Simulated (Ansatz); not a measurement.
Polymorphs of AlNi, each relaxed with r²SCAN in the plane-wave PAW code Ansatz:

A: CsCl type (Pm-3m)
a = b = c = 2.864 Å, α = β = γ = 90.00°

```
atom  site  symmetry       x       y       z
----  ----  --------  ------  ------  ------
Ni      1a      m-3m  0.0000  0.0000  0.0000
Al      1b      m-3m  0.5000  0.5000  0.5000
```

B: rock salt (Fm-3m)
a = b = c = 4.805 Å, α = β = γ = 90.00°

| atom | site | symmetry | x | y | z |
|---|---|---|---|---|---|
| Ni | 4a | m-3m | 0.0000 | 0.0000 | 0.0000 |
| Al | 4b | m-3m | 0.5000 | 0.5000 | 0.5000 |

Q: Put the candidates in order of energy per atom at 0 K, lowest first, for r²SCAN.

A: A (+0 meV/atom), B (+738 meV/atom)

Typed or built starts, not in the databases checked: B. Not the usual ambient phase: B. Began spin-polarised and lost the moments: A; B. Unstable at this level: B. All cells were relaxed under the symmetry of their starts (and spin orders); stability against distortions was not tested throughout.

Energies hold the estimated change up to a 700 eV cutoff; steps of a few meV lie near the error of the meshes.

Potentials: the earlier of the program's two PAW sets.
